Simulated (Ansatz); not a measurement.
Starting cell, Au (fcc, Cu type):

```
Au
1.0
    4.15726     0.00000     0.00000
    0.00000     4.15726     0.00000
    0.00000     0.00000     4.15726
Au
4
Direct
  0.00000   0.00000   0.00000
  0.50000   0.50000   0.00000
  0.50000   0.00000   0.50000
  0.00000   0.50000   0.50000
```

In this cell atom 3 (Au, nearest neighbour Au at 2.940 Å; its periodic images, 4.2 Å or more away, move with it) is moved by s along Cartesian z, unit vector (0.000, 0.000, 1.000); all other atoms and the cell stay fixed.

The numbers are results of PBE (plane waves to 420 eV, PAW, scalar-relativistic; Ansatz, a quantum-chemistry and plane-wave program), not measurements. k mesh 9×9×9 (Γ-centred), Fermi-Dirac smearing 0.05 eV. The energy includes the smearing's −TS. With partly filled bands, energies and forces of such displacements shift with the k mesh and the smearing. Au was relaxed with its symmetry unable to fall. Spin-orbit coupling is left out, though Au is heavy. The PAW data are Ansatz's earlier set. ΔE is measured from the undisplaced structure.

Question: Estimate the ΔE (eV/cell) for s (Å) = -0.232, -0.116, 0.116, 0.174, 0.232.

Answer: 
```csv
s (Å),ΔE (eV/cell)
-0.232,0.150
-0.116,0.036
0.116,0.036
0.174,0.083
0.232,0.150
```

(A displaced cell: forces are minus the slopes of the energy, force constants its curvatures, and phonons follow from these.)
